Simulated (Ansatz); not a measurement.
How much do the gradients of Na3Ca3InP4 depend on the method?

Cell: a measured structure from the Crystallography Open Database (COD) whose atoms were relaxed with PBE, the cell held.

Space group P6_3mc (No. 186); a = 9.3580, c = 7.1477 Å, γ = 120.00°.

| site | Wyckoff | site symmetry | x | y | z |
| --- | --- | --- | --- | --- | --- |
| Na | 6c | .m. | 0.1368 | 0.8632 | 0.0746 |
| Ca | 6c | .m. | 0.5286 | 0.4714 | 0.2363 |
| In | 2b | 3m. | 0.3333 | 0.6667 | 0.3558 |
| P15 | 6c | .m. | 0.1857 | 0.8143 | 0.4759 |
| P21 | 2b | 3m. | 0.3333 | 0.6667 | 0.9926 |

One atom of each set is listed.

First run. Method: Kohn–Sham DFT in Ansatz, PBE, plane waves and PAW, scalar-relativistic, 420 eV cutoff, Γ-centred 4×4×4 k-points, Fermi–Dirac smearing 0.02 eV.

| site | V_zz (10²¹ V/m²) | η |
| --- | --- | --- |
| Na | 1.20 | 0.97 |
| Ca | 0.75 | 0.76 |
| In | 3.90 | 0.00 |
| P15 | 4.75 | 0.34 |
| P21 | 3.29 | 0.00 |

Second run. The same atoms and settings, except that the functional is r2SCAN and the cutoff is 500 eV.

Problem. What does the second run give?

Solution. 

| site | V_zz | η | change of V_zz |
| --- | --- | --- | --- |
| Na | 1.28 | 0.97 | +0.08 |
| Ca | 0.78 | 0.64 | +0.03 |
| In | 4.03 | 0.00 | +0.13 |
| P15 | 4.81 | 0.31 | +0.06 |
| P21 | 3.24 | 0.00 | -0.05 |

The largest change of V_zz is on In, from 3.90 to 4.03. In per cent, |V_zz| changes by +7 on Na, +4 on Ca, +3 on In, -1 to +1 on P (all sites that start above 0.5).

For the first run: Without spin–orbit coupling (the program notes it for In) the gradients can shift somewhat, as the gap is small.
For the second run: Without spin–orbit coupling (the program notes it for In) the gradients are little affected as a rule: paired runs on crystals with a gap mostly move them by under 2 % at such atoms.
